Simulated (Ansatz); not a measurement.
Al2Au:
```xyz
3
Lattice="-1.8342 1.8342 3.8589 1.8342 -1.8342 3.8589 1.8342 1.8342 -3.8589" Properties=species:S:1:pos:R:3 pbc="T T T"
Au     0.0000     0.0000     0.0000
Al     0.0000     0.0000     2.5898
Al     0.0000     0.0000     5.1280
```

Relaxed with PBE. Special points in fractions of this cell's reciprocal vectors: Γ (0.000, 0.000, 0.000); X (0.000, 0.000, 0.500); P (0.250, 0.250, 0.250); N (0.000, 0.500, 0.000); M (0.500, 0.500, -0.500); S (0.306, 0.694, -0.306); S0 (-0.306, 0.306, 0.306); R (-0.113, 0.113, 0.500); G (0.500, 0.500, -0.113).

**Question.** List the band energies nearest the Fermi level at these points for the program Ansatz at the PBE level (PAW).

**Answer.** In eV from the Fermi level; about four levels below and three above (degenerate sets whole), none deeper than 8.9 eV; points with the same levels are listed once.

```csv
k,below,above
Γ,-5.66 -5.66 -5.03 -0.31,0.95 2.62 2.62
X,-3.25 -3.15 -1.57 -0.67,0.09 4.84 4.93
P,-3.38 -3.24 -3.24 -2.67,0.37 1.46 2.33 2.33
N,-5.62 -5.31 -4.17 -2.75,0.41 3.08 4.20
M,-5.24 -5.24 -4.98 -0.35 -0.35,1.91 4.14 8.48 8.48
S,-5.52 -5.29 -4.48 -4.13,1.89 2.50 5.07
R,-4.33 -3.69 -3.68 -2.42,1.18 1.80 5.28
```

Space group I4/mmm (MoSi2 or CaC2 type). A made-up cell: these elements were put on the sites of a structure type; neither database checked (COD, Materials Project) lists it. COD files the formula under space group No. 225. Its standing as an ambient phase is unchecked. The PBE relaxation kept the symmetry of its start; whether a distortion lowers the energy is not shown. Scalar-relativistic: spin–orbit coupling is off unless named, which matters more the heavier the elements.

Potentials: the later of the program's two PAW sets.
